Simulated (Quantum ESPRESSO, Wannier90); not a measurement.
Tight-binding from DFT: YTl (CsCl type)

```yaml
crystal:
  lattice:
    - [3.77760, 0.00000, 0.00000]
    - [0.00000, 3.77760, 0.00000]
    - [0.00000, 0.00000, 3.77760]
  atoms:
    - { symbol: Y, position: [0.50000, 0.50000, 0.50000] }
    - { symbol: Tl, position: [0.00000, 0.00000, 0.00000] }
```

Structure: Materials Project mp-11575, symmetrised, not relaxed again. COD (Crystallography Open Database) has an entry of this formula and space group (matched by these alone). Level: LDA, no spin polarisation, no spin-orbit coupling; pw.x of Quantum ESPRESSO at 58 Ry with PseudoDojo potentials, 8×8×8 k-points, Wannier90. Density: 12×12×12 mesh, cold smearing 0.01 Ry. Spin-orbit coupling is left out although heavy elements are present.

Base run: 13 functions from bands 10-31 of the 31 computed, start hydrogen-like Y: s;p;d; Tl: s;p, centres 0.05 Å off the atoms, frozen window up to 1.50 eV relative to the Fermi level, outer window open. Rows change the key named; with other orbitals the number of functions and the frozen window follow, as listed; window edges are relative to the Fermi level. The misfit compares interpolated bands with pw.x on a high-symmetry path, for states up to 1.0 eV relative to the Fermi level. Converged means that the tolerances were met: symmetric starts can stop on a saddle, which shows as a larger Ω_OD at equal Ω_I and can move the misfit too.

Rows with other orbitals or bands describe another subspace, so their Ω_I can't be set against the base's. Runs that didn't settle are not listed.

```csv
setting,orbitals,bands,functions,frozen to (eV),Ω_I (Å²),Ω_D (Å²),Ω_OD (Å²),rms misfit (meV),worst (meV),ended
base,"Y spd, Tl sp",10-31,13,1.50,21.45,0.00,5.28,2.5,13,converged
"num_iter = 0 (projection only), orbitals on the atoms","Y spd, Tl sp",10-31,13,1.50,21.45,0.00,13.34,3.7,19,no minimisation
start: the same orbitals exactly on the atoms,"Y spd, Tl sp",10-31,13,1.50,21.45,0.00,5.30,2.5,14,converged
atomic waves with projectability windows 0.01 and 0.95,"Y 4d, Y 5s, Tl 6s, Tl 6p",10-31,10,1.50,23.70,0.00,2.84,7.4,61,converged
```
